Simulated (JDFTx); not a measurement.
Reference run:

Re(0001) slab cut from bulk Re (space group P6_3/mmc, indices of the conventional cell, lattice of the Materials Project entry mp-8, not re-optimised): 4 atoms in 4 planes, a 1x1 cell of 6.62 Å² (|a| = 2.765, |b| = 2.765 Å), 6.7 Å between the outermost planes, cell height 22.7 Å, 8×8×1 k mesh, Fermi smearing 0.01 Ha, no spin polarisation.

Reference level: PBE, GBRV ultrasoft potentials, plane waves to 20/100 Ha, in a modified build of JDFTx. Unrelaxed; liquid: CANDLE, water, 1 M NaF. U vs SHE = −μ/e − 4.44 V throughout (conventional absolute potential of the hydrogen electrode).

```json
[
 {"slab thickness": "2 atoms, 2.2 Å", "work function (eV)": "5.13", "U_pzc (V)": "0.35", "k states × plane waves": "10 × 3474", "cycles, vacuum run": "17", "rough core time, vacuum run": "70 s"},
 {"slab thickness": "3 atoms, 4.5 Å", "work function (eV)": "?", "U_pzc (V)": "?", "k states × plane waves": "10 × 3912", "cycles, vacuum run": "20", "rough core time, vacuum run": "4 min"},
 {"slab thickness": "4 atoms, 6.7 Å", "work function (eV)": "5.05", "U_pzc (V)": "0.26", "k states × plane waves": "10 × 4332", "cycles, vacuum run": "19", "rough core time, vacuum run": "4 min"},
 {"slab thickness": "5 atoms, 8.9 Å", "work function (eV)": "5.04", "U_pzc (V)": "0.25", "k states × plane waves": "10 × 4752", "cycles, vacuum run": "22", "rough core time, vacuum run": "7 min"}
]
```

Problem. Fill in the missing entries.

Solution. 
- 3 atoms, 4.5 Å, work function (eV): 5.08
- 3 atoms, 4.5 Å, U_pzc (V): 0.29

Core times come from shared machines and are rough, one run each.
